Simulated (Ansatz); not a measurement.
## SiC: which shells make which states

```
Si C
1.0
     3.09197    0.00000    0.00000
    -1.54598    2.67772    0.00000
     0.00000    0.00000    5.07433
Si C
2 2
Direct
  0.33333 0.66667 0.00008
  0.66667 0.33333 0.50008
  0.33333 0.66667 0.37592
  0.66667 0.33333 0.87592
```

Atoms are numbered in the order listed.

The cell was built from the wurtzite type and relaxed in the same program, and has space group P6_3mc; it needn't be a known or the stable phase.

These are results of DFT, PBE, all-electron LAPW, scalar-relativistic (Ansatz 0.2.0), not measurements.

Sampling and basis: a Γ-centred 13×13×7 k mesh, Fermi–Dirac smearing of 0.08 eV, basis error target 1 meV/atom, no spin polarisation.

Weights are projections on a minimal set of Löwdin-orthogonalised atomic shells, summed over atoms of an element; the rest lies outside that basis, and weights on diffuse cation s shells are inflated where empty shells are missing from it. Energies are in eV from the valence-band top.

Points: M (0.500, 0.000, 0.000), A (0.000, 0.000, 0.500).

```tsv
state	character
M, -12.18 eV	C 2s 47 %, Si 3s 25 %, Si 3p 22 %
M, -10.72 eV	C 2s 49 %, Si 3p 42 %, C 2p 6 %
M, -7.73 eV	?
M, -6.26 eV	C 2p 52 %, Si 3s 20 %, Si 3p 19 %
M, -5.38 eV	C 2p 54 %, Si 3p 36 %, Si 3s 9 %
M, -3.29 eV	C 2p 63 %, Si 3p 37 %
M, -3.24 eV	?
M, -1.19 eV	C 2p 79 %, Si 3p 20 %
A, -4.41 eV (×2)	?
A, -0.71 eV (×4)	?
```

Problem. What belongs in the row "A, -4.41 eV (×2)", column "character"?

Solution. C 2p 55 %, Si 3p 18 %, C 2s 15 %.

Problem. What belongs in the row "M, -7.73 eV", column "character"?

Solution. C 2p 46 %, Si 3s 31 %, C 2s 14 %.

Problem. Give the missing entry: row "A, -0.71 eV (×4)", column "character".

Solution. C 2p 83 %, Si 3p 14 %.

Problem. Fill in "character" for the row "M, -3.24 eV".

Solution. C 2p 57 %, Si 3p 37 %.
